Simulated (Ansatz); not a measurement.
C$_{3}$N$_{4}$:
```yaml
crystal:
  lattice:
    - [2.37421, 1.37075, 3.14894]
    - [-2.37421, 1.37075, 3.14894]
    - [0.00000, -2.74150, 3.14894]
  atoms:
    - { symbol: C, position: [0.48998, 0.48998, 0.01961] }
    - { symbol: C, position: [0.01961, 0.48998, 0.48998] }
    - { symbol: C, position: [0.48998, 0.01961, 0.48998] }
    - { symbol: N, position: [0.65988, 0.17002, 0.17002] }
    - { symbol: N, position: [0.17002, 0.65988, 0.17002] }
    - { symbol: N, position: [0.17002, 0.17002, 0.65988] }
    - { symbol: N, position: [0.66553, 0.66553, 0.66553] }
```

Relaxed with r²SCAN+D4. Special points in fractions of this cell's reciprocal vectors: Γ (0.000, 0.000, 0.000); T (0.500, 0.500, 0.500); H2 (0.707, 0.293, 0.500); H0 (0.500, -0.293, 0.293); L (0.500, 0.000, 0.000); S0 (0.396, -0.396, 0.000); S2 (0.604, 0.000, 0.396); F (0.500, 0.000, 0.500).

Problem. List the band energies nearest the valence-band maximum at these points for the program Ansatz at the r²SCAN+D4 level (PAW).

Solution. In eV from the valence-band maximum; about four levels below and three above (degenerate sets whole), none deeper than 8.9 eV; points with the same levels are listed once.

| k | below | above |
|---|---|---|
| Γ | -4.07 -4.07 -3.02 0.00 0.00 | 1.66 1.66 5.15 |
| T | -3.31 -3.31 -2.42 -0.04 -0.04 | 2.30 2.30 6.73 |
| H2 | -3.79 -2.04 -1.82 -0.67 | 2.54 4.22 7.86 |
| L | -4.54 -3.26 -2.44 -0.50 | 3.15 4.19 6.84 |
| S0 | -3.85 -3.26 -1.67 -0.96 | 2.43 5.02 7.59 |
| F | -3.25 -3.21 -1.94 -0.51 | 2.54 4.58 7.32 |

Space group R3m. The workflow started from a Materials Project entry (that database holds measured and hypothetical structures alike); the Crystallography Open Database copy checked does not list it. COD files the formula under space group No. 227. Whether it is the stable phase at ambient conditions was not checked. Symmetry was held in the r²SCAN+D4 relaxation. At this level the phase is dynamically unstable (imaginary phonons). Its formation energy is positive at this level, so the cell may be metastable or incomplete.

Potentials: the earlier of the program's two PAW sets. The files were generated under PBE; for other functionals the program regenerates the frozen cores, and for LDA and PBEsol the local potential too.
